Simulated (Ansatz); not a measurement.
BeSe (zinc blende, F-43m), plane-wave PAW PBEsol (Ansatz code), all energies at zero smearing, with the estimated change up to a 700 eV cutoff added, with one set of potentials and settings (totals compare only within such a set). Cell of 2 atoms (1 Se, 1 Be): -5516.163 eV.

```json
[
 {"element": "Se", "reference phase": "P3_121, 3 atoms in the cell", "E (eV/atom)": "-5424.2079"},
 {"element": "Be", "reference phase": "P6_3/mmc, 2 atoms in the cell", "E (eV/atom)": "-90.3483"}
]
```

Formation energy per atom, worked out: (-5516.163 − 1×(-5424.2079) − 1×(-90.3483))/2 = -0.803 eV/atom (-78 kJ per mol of atoms), at 0 K, without zero-point energy or fitted corrections.

Symmetry was held in the PBEsol relaxation. The references are the lowest solids computed at this level, not always the standard phases.

Potentials: the later of the program's two PAW sets.
